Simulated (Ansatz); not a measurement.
SrO (rock salt, Fm-3m) under volume change, plane-wave PAW PBEsol (Ansatz code), scaled uniformly.

| V (Å³/atom) | E − E(relaxed) (meV/atom) | P (GPa) |
|---|---|---|
| 15.291 | ? | ? |
| 15.795 | 19.8 | 6.68 |
| 16.300 | 4.7 | 3.06 |
| 16.804 | 0.0 | 0.00 |
| 17.308 | ? | ? |
| 17.812 | 15.9 | -4.79 |
| 18.316 | 34.0 | -6.66 |

### Question
Fill in the missing entries.

### Answer

- 15.291, E − E(relaxed) (meV/atom): 47.4
- 15.291, P (GPa): 10.96
- 17.308, E − E(relaxed) (meV/atom): 4.2
- 17.308, P (GPa): -2.60

### Question
What does a third-order Birch–Murnaghan fit give for V₀, B₀ and B′?

### Answer
V₀ = 16.80 Å³/atom, B₀ = 93.8 GPa, B′ = 4.5.

The PBEsol relaxation kept the symmetry of its start.

Potentials: the earlier of the program's two PAW sets. The files were generated under PBE; for other functionals the program regenerates the frozen cores, and for LDA and PBEsol the local potential too.
